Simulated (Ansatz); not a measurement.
Ansatz (an electronic-structure program) input:

Ansatz 0.2 input:
```yaml
crystal:
  lattice:
    - [1.4814476589, 0.8553142046, 19.7616196343]
    - [-1.4814476589, 0.8553142046, 19.7616196343]
    - [0.0, -1.7106284093, 19.7616196343]
  atoms:
    - { symbol: Mg, position: [0.3756346417, 0.3756346417, 0.3756346417] }
    - { symbol: Mg, position: [0.6243653583, 0.6243653583, 0.6243653583] }
    - { symbol: Mg, position: [0.7923015253, 0.7923015253, 0.7923015253] }
    - { symbol: Mg, position: [0.2076984747, 0.2076984747, 0.2076984747] }
    - { symbol: Mg, position: [0.9153927739, 0.9153927739, 0.9153927739] }
    - { symbol: Mg, position: [0.0846072261, 0.0846072261, 0.0846072261] }
    - { symbol: Mg, position: [0.5, 0.5, 0.5] }
    - { symbol: Mg, position: [0.0, 0.0, 0.0] }
    - { symbol: O, position: [0.1461513741, 0.1461513741, 0.1461513741] }
    - { symbol: O, position: [0.8538486259, 0.8538486259, 0.8538486259] }
    - { symbol: O, position: [0.4384558007, 0.4384558007, 0.4384558007] }
    - { symbol: O, position: [0.5615441993, 0.5615441993, 0.5615441993] }
    - { symbol: O, position: [0.3128761624, 0.3128761624, 0.3128761624] }
    - { symbol: O, position: [0.6871238376, 0.6871238376, 0.6871238376] }
    - { symbol: O, position: [0.2691836481, 0.2691836481, 0.2691836481] }
    - { symbol: O, position: [0.7308163519, 0.7308163519, 0.7308163519] }
kpoints:
  mp_grid: { grid: [6, 6, 6] }
hamiltonian:
  xc: hse06
  pseudopotentials: { azcp: { folder: ./paw }, kind: paw }
scf:
  n_extra_bands: 16
  occupations: { method: fixed }
output:
  eigenvalues: true
  eigenstates:
    e_range: [-9.0, 15.5]
    kpoints:
      - [-0.041667, 0.0, 0.03125]  # VBM
      - [0.0, 0.0, 0.0]  # CBM
      - [0.0, 0.0, 0.0]  # GAMMA
      - [0.5, 0.5, 0.5]  # T
      - [0.5, 0.0, 0.0]  # L
      - [0.5, 0.0, 0.5]  # F
      - [0.3339577652, -0.3339577652, 0.0]  # S_0
      - [0.6660422348, 0.0, 0.3339577652]  # S_2
      - [0.5, -0.1679155304, 0.1679155304]  # H_0
      - [0.8320844696, 0.1679155304, 0.5]  # H_2
```

Output (shortened):

```
basis.fft_grid_basis auto: the FFT boxes are laid along the combinations [[1, 0, -1], [0, 1, -1], [0, 0, 1]] of the cell's own vectors, 2.963, 2.963 and 19.836 …
Pseudopotential: Mg, paw, valence charge 10
Pseudopotential: O, paw, valence charge 6
Functional definition: HSE06
davidson cushion auto → on  (no smearing: the cushion is to keep the highest requested band from converging to the state above it …
Crystal: 16 atoms, lattice volume = 150.240 Å³
Basis set: ecut = 420 eV, 2881 PW (Γ), FFT grids on a1−a3, a2−a3, a3
Bands: 80, of which v1, the nominal top of the filled ones, is band 64 counted from 1 (63 counted from 0)
Symmetry: 12 space group operations
Space group: R-3m (ITA 166), of the structure as read, at distance tolerance 5.3e-5 Å
k-points: 32 of 216
SCF iter   1: F=—  HF=-19951.730366 eV  |F-HF|=—  |Δ(HF+E_count)|=         —  Δρ=7.13e-2  dr2=4.17e0  ethr=1.00e-1  ⟨swp⟩=7.2  Hψ=8174  notcnv=0
preconditioner: auto → none
SCF iter   2: F=—  HF=-19951.704207 eV  |F-HF|=—  |Δ(HF+E_count)|=   2.62e-2  Δρ=2.87e-2  dr2=6.77e-1  ethr=3.25e-3  ⟨swp⟩=3.7  Hψ=6838  notcnv=0  defer=7
iter 3 solved again at ethr=4.46e-5 eV; its pass at ethr=5.29e-4 eV (dr2=5.70e-2 eV) is discarded
SCF iter   3: F=—  HF=-19952.099757 eV  |F-HF|=—  |Δ(HF+E_count)|=   3.96e-1  Δρ=5.68e-3  dr2=5.66e-2  ethr=4.46e-5  ⟨swp⟩=3.1  Hψ=11953  notcnv=0  defer=4
SCF iter   4: F=—  HF=-19952.127805 eV  |F-HF|=—  |Δ(HF+E_count)|=   2.80e-2  Δρ=4.39e-3  dr2=4.05e-2  ethr=4.42e-5  ⟨swp⟩=4.1  Hψ=7294  notcnv=0
SCF iter   5: F=-19952.117742 eV  HF=-19952.117718 eV  |F-HF|=2.42e-5  |Δ(HF+E_count)|=   1.01e-2  Δρ=6.39e-4  dr2=3.63e-4  ethr=3.16e-5  ⟨swp⟩=3.7  Hψ=6402  notcnv=0
SCF 1 stopped early in 5 iterations: F = -19952.117742 eV  dr2 = 3.63e-4
Crystal: 16 atoms, lattice volume = 150.240 Å³
Exchange kernel: α = 0.2500, screened, ω = 0.2079 Å⁻¹, Wigner–Seitz truncation, v(0) = 1042.1808 eV·Å³, q-mesh 6×6×6, nearest image of the exchange supercell L …
Frozen-core exchange: fock
SCF iter   1: F=—  HF=-19953.727333 eV  |F-HF|=—  |Δ(HF+E_count)|=         —  Δρ=8.06e-3  dr2=5.42e-2  ethr=2.84e-6  ⟨swp⟩=6.3  Hψ=11466  notcnv=0
preconditioner: auto → none
SCF iter   2: F=—  HF=-19953.707001 eV  |F-HF|=—  |Δ(HF+E_count)|=   2.03e-2  Δρ=3.01e-3  dr2=7.59e-3  ethr=2.84e-6  ⟨swp⟩=3.3  Hψ=8203  notcnv=0
SCF iter   3: F=—  HF=-19953.734007 eV  |F-HF|=—  |Δ(HF+E_count)|=   2.70e-2  Δρ=1.71e-3  dr2=4.97e-3  ethr=2.84e-6  ⟨swp⟩=3.2  Hψ=6485  notcnv=0
SCF iter   4: F=—  HF=-19953.732759 eV  |F-HF|=—  |Δ(HF+E_count)|=   1.25e-3  Δρ=7.70e-4  dr2=8.75e-4  ethr=2.84e-6  ⟨swp⟩=3.0  Hψ=7118  notcnv=0
SCF iter   5: F=—  HF=-19953.732522 eV  |F-HF|=—  |Δ(HF+E_count)|=   2.37e-4  Δρ=1.53e-4  dr2=5.30e-5  ethr=6.01e-7  ⟨swp⟩=3.0  Hψ=6320  notcnv=0
SCF iter   6: F=-19953.732704 eV  HF=-19953.732714 eV  |F-HF|=1.04e-5  |Δ(HF+E_count)|=   1.92e-4  Δρ=9.80e-5  dr2=1.64e-5  ethr=2.17e-8  ⟨swp⟩=4.4  Hψ=7316  notcnv=0  defer=3
SCF 2 stopped early in 6 iterations: F = -19953.732704 eV  dr2 = 1.64e-5
hybrid outer 1: dexx = +2.974e-2 eV, tail = 3.00e-4 eV
Crystal: 16 atoms, lattice volume = 150.240 Å³
Exchange kernel: α = 0.2500, screened, ω = 0.2079 Å⁻¹, Wigner–Seitz truncation, v(0) = 1042.1808 eV·Å³, q-mesh 6×6×6, nearest image of the exchange supercell L …
Frozen-core exchange: fock
SCF iter   1: F=—  HF=-19953.732430 eV  |F-HF|=—  |Δ(HF+E_count)|=         —  Δρ=8.55e-5  dr2=1.02e-5  ethr=1.17e-6  ⟨swp⟩=2.8  Hψ=5692  notcnv=0
preconditioner: auto → none
iter 2 solved again at ethr=1.44e-10 eV; its pass at ethr=7.76e-9 eV (dr2=1.84e-7 eV) is discarded
SCF iter   2: F=—  HF=-19953.732428 eV  |F-HF|=—  |Δ(HF+E_count)|=   2.24e-6  Δρ=1.80e-5  dr2=3.86e-7  ethr=1.44e-10  ⟨swp⟩=3.2  Hψ=14183  notcnv=0  defer=2
SCF iter   3: F=-19953.732429 eV  HF=-19953.732429 eV  |F-HF|=3.71e-8  |Δ(HF+E_count)|=   1.36e-6  Δρ=9.74e-6  dr2=7.90e-8  ethr=1.44e-10  ⟨swp⟩=4.8  Hψ=9137  notcnv=0
SCF 3 converged in 3 iterations: F = -19953.732429 eV  dr2 = 7.90e-8
hybrid outer 2: dexx = +1.241e-6 eV, tail = 3.09e-7 eV, Δε = 4.28e-3 eV (about 2.85e-4 eV left of the loop's levels)
NSCF: frozen V_eff on 10 k-points
hybrid SCF converged: 2 outer / 9 inner (+5 warm-up), last move |dexx| = 1.24e-6 eV, tail = 3.09e-7 eV
Stability not checked (fock_operator)
Free energy (F): -19953.732429 eV
Frozen-core exchange: fock
Harris-Foulkes:  -19953.732429 eV  (|F-HF|=3.71e-8)
Internal energy: -19953.732429 eV  (E = F + TS)
E sigma→0 (E₀):  -19953.732429 eV
Fermi energy:    6.873398 eV
--- Per-component energies (eV) ---
  E_band       = -2733.115936
  E_kinetic    = 1956.707378
  E_local      = -13631.293143  (includes V_loc(G=0)·N_el)
  E_nonlocal   = 1958.929782
  E_hartree    = 4543.427473
  E_xc         = -649.778973
  E_vxc        = -824.723976  (∫ρ·V_xc dr)
  E_exx        = -571.816875  (= α·E_x^exact, valence–valence)
  E_paw        = -3290.633770  (= ΣΔE_a)
  E_vpaw       = -135.978481  (= ΣTr[D̂ρ^β])
  E_aug_tail   = 0.005863  (compensation charges beyond the density's cutoff)
  E_ewald      = -10268.787839
  E_core_change = -0.492326  (= ΣΔE_core)
  E_smearing   =  0.000000  (= −TS)
  E_closure    =  0.000000  (closes the sum)
  Σ components = -19953.732429   (vs F -19953.732429, Δ=-7.28e-12)
  [band-id]    e_kinetic+e_local+e_nonlocal+2·e_hartree+e_vxc+2·e_exx+e_vpaw+e_augmentation_tail = -2733.131380   (vs E_band -2733.115936, Δ=-1.54e-2)
--- Band table (eV; the first three rows and the last of 32) ---
  k-point 0: bands = ["-70.4399", "-70.4398", "-69.7351", "-69.7161", "-69.7161", "-69.6995", "-69.6965", "-69.6933", "-35.3334", "-35.3334", "-35.3334", "-35.3334", "-35.3229", "-35.3220", "-34.6587", "-34.6540", "-34.6492", "-34.6272", "-34.6136", …
  k-point 1: bands = ["-70.4383", "-70.4383", "-69.7335", "-69.7144", "-69.7144", "-69.6976", "-69.6949", "-69.6921", "-35.3494", "-35.3494", "-35.3370", "-35.3370", "-35.3194", "-35.3188", "-34.6512", "-34.6504", "-34.6445", "-34.6308", "-34.6268", …
  k-point 2: bands = ["-70.4353", "-70.4353", "-69.7303", "-69.7111", "-69.7111", "-69.6936", "-69.6919", "-69.6899", "-35.3813", "-35.3811", "-35.3442", "-35.3442", "-35.3124", "-35.3121", "-34.6650", "-34.6514", "-34.6502", "-34.6435", "-34.6407", …
  k-point 31: bands = ["-70.4399", "-70.4398", "-69.7351", "-69.7161", "-69.7161", "-69.6995", "-69.6965", "-69.6933", "-35.3334", "-35.3334", "-35.3334", "-35.3334", "-35.3229", "-35.3220", "-34.6587", "-34.6541", "-34.6492", "-34.6273", "-34.6136", …
```

Cost: around 19 core-minutes (rough) on shared cores.

The points marked VBM and CBM come from a semilocal run.

The first step of the workflow began from a Materials Project structure, measured or hypothetical; the Crystallography Open Database copy checked does not list it. It is not the phase usual at ambient conditions (space group No. 225). The cell was relaxed with r²SCAN under the symmetry of its start; whether a distortion lowers the energy is not shown.

Potentials: the earlier of the program's two PAW sets.

Ansatz is a plane-wave DFT program.
